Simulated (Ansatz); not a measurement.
An Ansatz (a first-principles code) input:

Ansatz 0.2 input:
```yaml
crystal:
  lattice:
    - [4.8381578259, 0.0, 0.0]
    - [0.0, 4.8381578259, 0.0]
    - [0.0, 0.0, 3.2203126678]
  atoms:
    - { symbol: Hf, position: [0.0, 0.0, 0.0] }
    - { symbol: Hf, position: [0.5, 0.5, 0.5] }
    - { symbol: O, position: [0.1949229222, 0.8050770778, 0.5] }
    - { symbol: O, position: [0.8050770778, 0.1949229222, 0.5] }
    - { symbol: O, position: [0.6949229222, 0.6949229222, 0.0] }
    - { symbol: O, position: [0.3050770778, 0.3050770778, 0.0] }
kpoints:
  mp_grid: { grid: [4, 4, 5] }
hamiltonian:
  xc: hse06
  pseudopotentials: { kind: paw }
scf:
  n_extra_bands: 6
  occupations: { method: fixed }
output:
  eigenvalues: true
  eigenstates:
    e_range: [-9.0, 14.8]
    kpoints:
      - [0.0, 0.0, 0.0]  # VBM
      - [0.0, 0.0, 0.0]  # CBM
```

Q: How many symmetry operations and irreducible k-points will the run report?

A: 16 operations, 18 of 80 k-points.

Q: With a cutoff of 420 eV, how many plane waves at Γ?

A: 1487.

It took about 120 core-seconds (a rough figure) on shared server cores.

The points marked VBM and CBM come from a semilocal run.

Space group P4_2/mnm (rutile). The first step of the workflow began from a Materials Project structure, measured or hypothetical; the Crystallography Open Database copy checked does not list it. It is not the phase usual at ambient conditions (space group No. 14, 29). Symmetry was held in the r²SCAN relaxation; whether a distortion lowers the energy is not shown. No spin polarisation was allowed. Scalar-relativistic: spin–orbit coupling is off unless named, which matters more the heavier the elements.

Potentials: the later of the program's two PAW sets.

Ansatz is a plane-wave DFT program.
